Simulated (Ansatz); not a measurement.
Computed properties of SiGeC2

SiGeC2:
```yaml
crystal:
  lattice:
    - [3.17790, 0.00000, 0.00000]
    - [0.00000, 3.17790, 0.00000]
    - [0.00000, 0.00000, 4.48703]
  atoms:
    - { symbol: Si, position: [0.00000, 0.00000, 0.00000] }
    - { symbol: C, position: [0.50000, 0.00000, 0.23548] }
    - { symbol: Ge, position: [0.50000, 0.50000, 0.50000] }
    - { symbol: C, position: [0.00000, 0.50000, 0.76452] }
```

Space group P-4m2 (No. 115); conventional cell a = 3.1779 Å, b = 3.1779 Å, c = 4.4870 Å, α = 90.00°, β = 90.00°, γ = 90.00°.

Method: the program Ansatz at the PBE level (PAW). Structure relaxed to zero pressure with the same functional. Other levels are named where they apply.

**Cell and energy**

* **Volume per atom**: 11.33 Å³
* **Density**: 4.57 g/cm³
* **Formation energy from the elements (no fitted shifts)**: 0.13 eV/atom

**Electronic structure**

Band gap: 1.50 eV (indirect)
Valence-band maximum: at Γ
Conduction-band minimum: at M
Smallest direct gap on the standard path: 1.86 eV
Hole effective mass, band 1 of 2 at the edge: 5.5 along x, 0.52 along z (mₑ)
Hole effective mass, band 2 of 2 at the edge: 0.19 along x, 0.52 along z (mₑ)
Hole effective mass with spin–orbit coupling: 0.37, 0.44, 0.53 mₑ (principal values)
Gap with spin–orbit coupling: 1.48 eV

**Mechanics**

- Bulk modulus (Birch–Murnaghan fit): 192 GPa
- Pressure derivative B′: 4.1

The start of the workflow was typed in or built on a structure type; neither database checked (COD, Materials Project) lists it. Its standing as an ambient phase is unchecked. Symmetry was held in the PBE relaxation; whether a distortion lowers the energy is not shown. The references are the lowest solids computed at this level, not always the standard phases. Scalar-relativistic: spin–orbit coupling is off unless named, which matters more the heavier the elements.

Potentials: the earlier of the program's two PAW sets.
